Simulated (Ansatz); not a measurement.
An elastic constant from a strain scan in Mg

Level of theory: Ansatz, DFT LDA, scalar-relativistic, plane waves, PAW. Settings: plane waves to 420 eV, k-mesh 18×18×16 (Γ-centred), Gaussian smearing 0.15 eV. No spin polarisation. Energies are free energies at this smearing, counted from the undisturbed cell; pressure is positive in compression.

Reference structure (as given, not relaxed at this level; it stands at -0.5 GPa; this form isn't the usual structure):

```
CELL_PARAMETERS angstrom
3.05030 0.00000 0.00000
-1.52515 2.64164 0.00000
0.00000 0.00000 3.04484
ATOMIC_POSITIONS crystal
Mg 0.00000 0.00000 0.00000
```

The cell is strained by ε times the Voigt pattern (0, 0, 0, 0, 1, 0) (xx, yy, zz, yz, xz, xy; engineering shear) with fractional coordinates fixed. The cell holds 1 atom in V0 = 24.53 Å³. The stress column is τ = (1/V0) dE/dε, got from the stress tensor σ (compression positive) at each point as −det(1 + εP) σ : P(1 + εP)⁻¹, with P the pattern as a tensor.

```csv
ε,ΔE (meV/atom),τ (GPa)
-0.0525,-2.163,0.640
-0.0450,-1.504,0.509
-0.0300,-0.602,0.287
-0.0150,-0.139,0.125
0.0000,0.000,0.000
0.0150,-0.139,-0.125
0.0300,-0.602,-0.287
0.0450,-1.504,-0.509
0.0525,-2.163,-0.640
0.0600,?,?
```

Problem. Which combination of elastic constants does this scan measure, and how large is it?

Solution. For small ε, τ = τ0 + Kε with K = pᵀCp, which for this pattern is C55 in the Cartesian frame shown. The parabola through τ at ε = -0.0150, 0 and 0.0150 has slope K = -8.3 GPa at zero. The energies per cell, E = NΔE, of the same two points give K = 2[E(ε₊)/ε₊ − E(ε₋)/ε₋]/[(ε₊ − ε₋)V0] = -8.1 GPa, in agreement. K is negative: with the atoms carried along, the cell is unstable to this strain. The start is under stress, which shifts K from the elastic constant by about the size of that stress.

Problem. Predict the withheld row at ε = 0.0600 from the harmonic law, and compare.

Solution. ΔE = V0(τ0 ε + Kε²/2)/N = -2.293 meV/atom and τ = -0.50 GPa. The calculation gives -2.978 meV/atom and -0.78 GPa: the energy lies 30 % below the harmonic value.

In a metal these slopes depend on the k mesh and the smearing.